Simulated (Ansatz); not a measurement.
NbRu:
Space group Cmmm (No. 65); a = 3.220 Å, b = 4.562 Å, c = 4.200 Å, α = 90.00°, β = 90.00°, γ = 90.00°

```json
[
 {"atom": "Nb", "site": "2a", "symmetry": "mmm", "x": "0.0000", "y": "0.0000", "z": "0.0000"},
 {"atom": "Ru", "site": "2c", "symmetry": "mmm", "x": "0.0000", "y": "0.5000", "z": "0.5000"}
]
```
(The calculation used a cell of 2 atoms; values per cell refer to that cell.)

Relaxed at zero pressure with DFT-PBEsol in the program Ansatz with PAW potentials.

### Question
The volume is lowered by 6 % and shape and atoms relax at that volume. What pressure results, and how do the axes share the change?

### Answer
17.2 GPa; a -2.6 %, b -2.5 %, c -1.0 %; the energy rises by 47 meV/atom.

### Question
Give the new structure.

### Answer

Space group Cmmm (No. 65); a = 3.1347 Å, b = 4.4498 Å, c = 4.1572 Å, α = β = γ = 90.00°

```tsv
atom	site	symmetry	x	y	z
Nb	2a	mmm	0.0000	0.0000	0.0000
Ru	2c	mmm	0.0000	0.5000	0.5000
```

The phase is kept; no other phase was compared at this pressure.

The workflow started from a Materials Project entry (that database holds measured and hypothetical structures alike); the Crystallography Open Database copy checked does not list it. COD files the formula under space group No. 123, 221. With Nb and Ru taken as one species the cell has the higher symmetry I4/mmm, so it may be an ordered model of a mixed-site phase. Whether it is the stable phase at ambient conditions was not checked. The cell was relaxed with PBEsol under the symmetry of its start; whether a distortion lowers the energy is not shown. No spin polarisation was allowed. Axis ratios of metals converge slowly with the k-mesh, so a and c are less sure than the volume.

Potentials: the later of the program's two PAW sets.
